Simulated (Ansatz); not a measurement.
**CsCrCl3: single run (Ansatz)**

The command:

```bash
ansatz run input.yaml --threads 1 --pin off --max-ram 2560MiB --backend cpu --events-out ev --progress --plain --runs-dir out
```

Input:

```yaml
crystal:
  lattice:
    - [7.44155783, 0.0, 0.0]
    - [-3.72077942, 6.44458245, 0.0]
    - [0.0, 0.0, 6.36711851]
  atoms:
    - { symbol: Cs, position: [0.6667, 0.3333, 0.25] }
    - { symbol: Cs, position: [0.3334, 0.6667, 0.75] }
    - { symbol: Cl, position: [0.1667, 0.8333, 0.25] }
    - { symbol: Cl, position: [0.3334, 0.1667, 0.75] }
    - { symbol: Cl, position: [0.1667, 0.3334, 0.25] }
    - { symbol: Cl, position: [0.8333, 0.1667, 0.75] }
    - { symbol: Cl, position: [0.6666, 0.8333, 0.25] }
    - { symbol: Cl, position: [0.8333, 0.6666, 0.75] }
    - { symbol: Cr, position: [0.0, 0.0, 0.0] }
    - { symbol: Cr, position: [0.0, 0.0, 0.5] }
  symmetry: { tolerance: 0.0003 }
kpoints:
  mp_grid: { grid: [3, 3, 3], shift: [0, 0, 0] }
magnetization:
  spin_polarized: false
scf:
  occupations: { method: fermi_dirac }
hamiltonian:
  pseudopotentials: { kind: paw }
  xc: r2scan
basis:
  ecutwfc: 500
  xc_grid: 3
output:
  forces: true
  stress: true
  eigenvalues: true
```

Origin of the cell: a known structure type with other elements, at an estimated volume, so it need not be a known compound.

The smearing width isn't typed, so it takes its default of 0.1 eV.

Output (shortened):

```
SCF iter   1: F=—  HF=-24649.765171 eV  Δρ=9.34e-3  dr2=3.08e-1  dr2_τ=1.55e-1
SCF iter   2: F=—  HF=-24649.896478 eV  Δρ=9.17e-3  dr2=1.19e-1  dr2_τ=7.43e-3
SCF iter   3: F=—  HF=-24649.871731 eV  Δρ=4.57e-3  dr2=5.05e-2  dr2_τ=2.55e-3
SCF iter   4: F=—  HF=-24649.863668 eV  Δρ=1.96e-3  dr2=1.43e-2  dr2_τ=3.25e-4
SCF iter   5: F=—  HF=-24649.862059 eV  Δρ=5.99e-4  dr2=1.31e-3  dr2_τ=3.85e-5
SCF iter   6: F=—  HF=-24649.861916 eV  Δρ=1.95e-4  dr2=1.07e-4  dr2_τ=6.21e-6
SCF iter   7: F=—  HF=-24649.861928 eV  Δρ=1.06e-4  dr2=2.82e-5  dr2_τ=9.16e-7
SCF iter   8: F=—  HF=-24649.862224 eV  Δρ=2.39e-5  dr2=2.45e-6  dr2_τ=6.15e-8
SCF iter   9: F=—  HF=-24649.862223 eV  Δρ=1.33e-5  dr2=3.27e-7  dr2_τ=3.35e-8
SCF iter  10: F=-24649.862223 eV  HF=-24649.862223 eV  Δρ=3.04e-6  dr2=1.21e-8  dr2_τ=1.48e-9
SCF 1 converged in 10 iterations: F = -24649.862223 eV  dr2 = 1.21e-8
SCF converged after 10 iterations
Free energy (F): -24649.862223 eV
Harris-Foulkes:  -24649.862223 eV  (|F-HF|=7.57e-9)
Internal energy: -24649.351082 eV  (E = F + TS)
E sigma→0 (E₀):  -24649.606653 eV
Entropy (-TS):   -0.511142 eV (-51.114 meV/atom)
Fermi energy:    4.467367 eV
--- Per-component energies (eV) ---
  E_band       = -964.669728
  E_kinetic    = 1917.050635
  E_local      = -7553.635733  (includes V_loc(G=0)·N_el)
  E_nonlocal   = 393.675152
  E_hartree    = 3086.526072
  E_xc         = -1213.897463
  E_vxc        = -1467.296106  (∫ρ·V_xc dr)
  E_paw        = -16593.456975  (= ΣΔE_a)
  E_vpaw       = -507.882782  (= ΣTr[D̂ρ^β])
  E_aug_tail   = 0.000649  (compensation charges beyond the density's cutoff)
  E_vtau       = 80.371639  (kinetic-family band-sum trace: ∫τ·v_τ [+ j·A + Jᵃ·Aᵃ] dr)
  E_ewald      = -4684.350081
  E_core_change = -1.263337  (= ΣΔE_core)
  E_smearing   = -0.511142  (= −TS)
  Σ components = -24649.862223   (vs F -24649.862223, Δ=0.00e0)
--- Forces (eV/Å), atoms counted from 1 ---
  atom   1  Cs    -0.000000     0.000000     0.000000
  atom   2  Cs     0.000000    -0.000000     0.000000
  atom   3  Cl    -1.450792     0.837615     0.000000
  atom   4  Cl    -1.450792    -0.837615     0.000000
  atom   5  Cl     0.000000    -1.675230     0.000000
  atom   6  Cl     1.450792    -0.837615     0.000000
  atom   7  Cl     1.450792     0.837615     0.000000
  atom   8  Cl    -0.000000     1.675230     0.000000
  atom   9  Cr     0.000000     0.000000     0.000000
  atom  10  Cr     0.000000    -0.000000     0.000000
  max |Σ_I F_I| component: 6.66e-16 eV/Å
--- Stress (GPa, compression-positive) ---
       -5.868357      -0.000000       0.000000
        0.000000      -5.868357       0.000000
        0.000000       0.000000      -8.539297
  P = ⅓ Tr σ = -6.7587 GPa (-67.587 kbar)
```

Caveats: no spin polarisation, so a magnetic state may lie lower; the k mesh is coarse if the cell is a metal.

The run took 21 s on 1 thread of Intel(R) Xeon(R) Platinum 8375C CPU @ 2.90GHz (Ice Lake), with other jobs on the host, peak memory 0.99 GiB, from the program's own first density.
